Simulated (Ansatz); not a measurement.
Relaxed CuAu (CuAu type, space group P4/mmm):

```
CELL_PARAMETERS angstrom
      2.86058     0.00000     0.00000
      0.00000     2.86058     0.00000
      0.00000     0.00000     3.55181
ATOMIC_POSITIONS crystal
  Cu 0.50000 0.50000 0.50000
  Au 0.00000 0.00000 0.00000
```

In each cell atom 2 (Au, nearest neighbour Cu at 2.692 Å; its periodic images, 2.9 Å or more away, move with it) moves by s·(0.577, 0.577, 0.577) (along Cartesian [111]), the rest being held.

The numbers are results of r2SCAN (plane waves to 500 eV, PAW, scalar-relativistic; Ansatz, a quantum-chemistry and plane-wave program), not measurements. k mesh 13×13×11 (Γ-centred), Fermi-Dirac smearing 0.05 eV. Energies are smeared free energies. With partly filled bands, energies and forces of such displacements shift with the k mesh and the smearing. On this mesh the relaxed cell isn't quite at rest: it carries a pressure of -0.1 GPa (compression positive) at the zero of the scan. CuAu is run without spin polarisation. CuAu was relaxed with its symmetry unable to fall. Spin-orbit coupling is left out, though Au is heavy. ΔE is measured from the undisplaced structure. The last digit holds for this mesh only.

```csv
s (Å),ΔE (meV/cell)
-0.270,193.5
-0.216,119.1
-0.162,withheld
-0.108,28.3
-0.054,7.0
0.000,0.0
0.054,7.0
0.108,28.3
0.162,withheld
0.216,119.1
0.270,193.5
```

### Question
Fit an even polynomial form (powers 2, 4) to the given rows and predict ΔE at s = -0.162.

### Answer
Least squares on the 9 given rows: ΔE = (2375)·s² + (3822)·s⁴, in meV/cell with s in Å; root-mean-square residual 0.05 meV/cell. At -0.162 the fit gives 65.0 meV/cell; the calculation gives 65.0 meV/cell, the same to the digits shown. The quadratic term alone would give 62.3 meV/cell.

(For displaced atoms, the force is minus the slope of the energy, and its curvature is a force constant, which sets phonon frequencies.)
